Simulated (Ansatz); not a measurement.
The relaxed structure here is a generated cell of Pb: the first start was made by placing the elements on the sites of a structure type, and the end was not matched to a known phase here, so it may be hypothetical. Known forms of Pb include space group No. 225.

One starting cell of Pb (a generated cell, Pb built in the simple-cubic structure type) was relaxed twice with Ansatz (plane waves, PAW, scalar-relativistic): with PBEsol at 420 eV and with PBE at 420 eV. The PBEsol result:

```
Pb
1.0
    3.18315     0.00000     0.00000
    0.00000     3.18315     0.00000
    0.00000     0.00000     3.18315
Pb
1
Cartesian
  0.00000   0.00000   0.00000
```

```tsv
quantity	PBEsol	PBE
space group	Pm-3m	Pm-3m
volume (Å³/atom)	32.25	(withheld)
a (Å)	3.183	(withheld)
gap (eV, no spin-orbit coupling)	0.00	(withheld)
```

Q: What does PBE give for the same quantities?

A: 
- volume (Å³/atom), PBE: 34.44
- a (Å), PBE: 3.254
- gap (eV, no spin-orbit coupling), PBE: 0.00

Both levels end in the same structure; PBE's volume is 6.8 % larger. Neither column is exact.

No spin polarisation in the result.

The run could not lose the symmetry of its start: the end is stationary, and may be a saddle point rather than a minimum.

Ansatz is a quantum-chemistry and plane-wave program.
